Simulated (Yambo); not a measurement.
G0W0@LDA for CsCaH$_{3}$ (cubic perovskite, space group Pm-3m, No. 221) in Yambo. Reference settings: 4×4×4 Γ-centred k mesh, 175 bands and a 8 Ry block in the screening, 175 bands in G with the Bruneval-Gonze terminator, plasmon pole fitted at 27.2 eV. The LDA gap M → M on this mesh is 2.81 eV; G0W0 gaps are taken between the same points.

The settings were changed. The gap went from 5.33 eV to 5.24 eV, and the shift of the valence edge from -1.53 eV to -1.22 eV.

**Question.** Which change was made?
(A) 33 bands in W, 33 bands in G, 3 Ry block
(B) 60 bands in W, 60 bands in G, 5 Ry block
(C) 2×2×2 mesh
(D) 33 bands in W, 33 bands in G, 2 Ry block

**Answer.** B, 60 bands in W, 60 bands in G, 5 Ry block. The others gave (gap, valence shift): 2×2×2 mesh: 5.17, -1.41 eV; 33 bands in W, 33 bands in G, 2 Ry block: 5.20, -0.95 eV; 33 bands in W, 33 bands in G, 3 Ry block: 5.20, -0.91 eV.

Geometry of the Materials Project entry, not relaxed at this level; primitive cell a = 4.621 Å, b = 4.621 Å, c = 4.621 Å, α = 90.00°, β = 90.00°, γ = 90.00°.

The structure is a Materials Project entry; no match was found in the copy of COD used, and its stability was not checked.

A shift is the quasiparticle energy of the state minus its LDA energy.
